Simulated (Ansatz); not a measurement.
## A plane-wave run on LaAl$_{2}$SiW$_{2}$

Input file of Ansatz 0.2.0:

```yaml
crystal:
  lattice:
    - [4.394364, 0.0, 0.0]
    - [0.0, 4.394364, 0.0]
    - [0.0, 0.0, 5.908517]
  atoms:
    - { symbol: La, position: [0.0, 0.0, 0.5] }
    - { symbol: Si, position: [0.0, 0.0, 0.0] }
    - { symbol: Al, position: [0.5, 0.5, 0.2537] }
    - { symbol: Al, position: [0.5, 0.5, 0.7463] }
    - { symbol: W, position: [0.0, 0.5, 0.0] }
    - { symbol: W, position: [0.5, 0.0, 0.0] }
  symmetry: { tolerance: 0.0003 }
kpoints:
  mp_grid: { grid: [8, 8, 6], shift: [0, 0, 0] }
  band_path:
    path:
      - [0.0, 0.0, 0.0]
      - [0.0, 0.5, 0.0]
      - [0.5, 0.5, 0.0]
      - [0.0, 0.0, 0.0]
      - [0.0, 0.0, 0.5]
      - [0.0, 0.5, 0.5]
      - [0.5, 0.5, 0.5]
      - [0.0, 0.0, 0.5]
      - [0.0, 0.5, 0.0]
      - [0.0, 0.5, 0.5]
      - [0.5, 0.5, 0.0]
    npoints: 6
magnetization:
  spin_polarized: false
scf:
  occupations: { method: fermi_dirac }
  lower_state_search: "off"
  max_iter: 200
hamiltonian:
  pseudopotentials: { kind: paw }
  xc: pbe
basis:
  ecutwfc: 420
  fft_grid_basis: typed
output:
  forces: true
  stress: true
  eigenvalues: true
  bader: true
  populations: true
  elf: true
  write_potential: true
  volumetric_format: npy
  dos:
    e_range: [-12, 8]
    de: 0.05
    projected: { site_lists: { Al: [Al], La: [La], Si: [Si], W: [W] } }
checkpoint:
  read: saved_state
```

The run starts from an earlier solution of this cell. 

Output (shortened):

```
La: projections on atomic orbitals take those of the free atom [Kr 4d10] 4f0 5s2 5p6 5d1 6s2, of charge +0.00 (hamiltonian.pseudopotentials.projection_atoms); the dataset's partial waves leave at most 1.9e-5 of an orbital's norm unspanned inside its sphere
Pseudopotentials: kind: paw
Pseudopotential: La, paw, valence charge 11, recommended cutoff 420 eV (normal), La.paw.azcp
Pseudopotential: Si, paw, valence charge 4, recommended cutoff 420 eV (normal), Si.paw.azcp
Pseudopotential: Al, paw, valence charge 3, recommended cutoff 420 eV (normal), Al.paw.azcp
Pseudopotential: W, paw, valence charge 14, recommended cutoff 420 eV (normal), W.paw.azcp
Functional definition: PBE
  exchange = pbe_x(kappa = kappa, mu = beta*pi^2/3)
  correlation = pbe_c(beta = beta)
Crystal: 6 atoms, lattice volume = 114.096 Å³
Basis set: ecut = 420 eV, 2267 PW (Γ), exchange–correlation on 60×60×80 points (8 copies of the dense FFT grid, shifted against one another)
Bands: 31, of which v1, the nominal top of the filled ones, is band 25 counted from 1 (24 counted from 0)
Symmetry: 16 space group operations
Space group: P4/mmm (ITA 123), of the structure as read, at distance tolerance 1.5e-3 Å
k-points: 60 of 384
Initial density: read from a saved state, or passed on in memory by an earlier SCF of this step, an earlier step, the calling program or the single point that the run made first
Functional: x = pbe(κ = 0.804, μ = 0.2195), c = pbe(β = 0.0667)
Free energy (F): -28729.4371 eV
Harris-Foulkes:  -28729.4371 eV  (|F-HF|=1.15e-9)
Internal energy: -28729.3308 eV  (E = F + TS)
E sigma→0 (E₀):  -28729.3839 eV
Entropy (-TS):   -0.1062 eV (-17.704 meV/atom)
Fermi energy:    12.8130 eV
--- Per-component energies (eV) ---
  E_band       = -360.4419
  E_kinetic    = 1195.7264
  E_local      = -3075.9176  (includes V_loc(G=0)·N_el)
  E_nonlocal   = 150.7849
  E_hartree    = 1216.3186
  E_xc         = -813.4471
  E_vxc        = -736.9522  (∫ρ·V_xc dr)
  E_paw        = -23991.9061  (= ΣΔE_a)
  E_vpaw       = -326.7230  (= ΣTr[D̂ρ^β])
  E_aug_tail   = -0.0001  (compensation charges beyond the density's cutoff)
  E_ewald      = -3410.8899
  E_smearing   = -0.1062  (= −TS)
--- Forces (eV/Å), atoms counted from 1 ---
  atom   1  La     0.0000     0.0000     0.0000
  atom   2  Si     0.0000     0.0000     0.0000
  atom   3  Al     0.0000     0.0000     0.9324
  atom   4  Al     0.0000     0.0000    -0.9324
  atom   5  W      0.0000     0.0000     0.0000
  atom   6  W      0.0000     0.0000     0.0000
--- Stress (GPa, compression-positive) ---
       23.1985       0.0000       0.0000
        0.0000      23.1985       0.0000
        0.0000       0.0000       4.6666
  P = ⅓ Tr σ = 17.0212 GPa (170.212 kbar)
--- Löwdin populations: 6 sites ---
  site symbol       q [e]
     0     La     10.7332
     1     Si      3.8807
     2     Al      3.1772
     3     Al      3.1772
     4      W     13.8610
     5      W     13.8610
  spilling = 0.0063 (of n_electrons = 49.0000)
--- Bader charges: 6 sites ---
  site symbol  charge [e]  shift [e]
     0     La      1.3723     0.0000
     1     Si      0.2460     0.0527
     2     Al      0.6845     0.0026
     3     Al      0.6846     0.0026
     4      W     -1.4938     0.0238
     5      W     -1.4937     0.0238
```

Total energies depend on the potentials used, so only differences within one code and one set of settings carry meaning.

Origin: a known structure type with other elements, at an estimated volume, so it need not be a known compound. Caveats: atoms or cell far from equilibrium; f levels without a U or exact exchange are poorly placed.
